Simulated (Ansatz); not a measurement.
FeSi in space group P-6m2 (No. 187; Fe on 1a, Si on 1f) under volume change, PBE (plane waves, PAW; program Ansatz), shape and atoms relaxed at each volume.

```
V (Å³/atom)  E − E(relaxed) (meV/atom)  P (GPa)
-----------  -------------------------  -------
10.338                               …        …
10.679                            23.7    11.67
11.020                             5.9     5.52
11.361                             0.0     0.00
11.702                             5.7    -5.14
12.042                            21.3    -9.49
12.383                               …        …
```

Q: What belongs in the gaps?

A: 
- 12.383, E − E(relaxed) (meV/atom): 45.4
- 12.383, P (GPa): -13.07
- 10.338, E − E(relaxed) (meV/atom): 57.7
- 10.338, P (GPa): 20.53

Q: What does a third-order Birch–Murnaghan fit give for V₀, B₀ and B′?

A: V₀ = 11.34 Å³/atom, B₀ = 179 GPa, B′ = 4.3.

The cell is a constructed one: a structure type filled with these elements; neither database checked (COD, Materials Project) lists it. COD files the formula under space group No. 198, so this cell is another polymorph or a model. Whether it is the stable phase at ambient conditions was not checked. Symmetry was held in the PBE relaxation; its stability against distortions is not shown here. Spin order of the final state: ferromagnetic, chosen from 4 collinear starts compared on coarse meshes (ties went to the first, and starts can fall back to one state), not a proven ground state.

Potentials: the later of the program's two PAW sets.
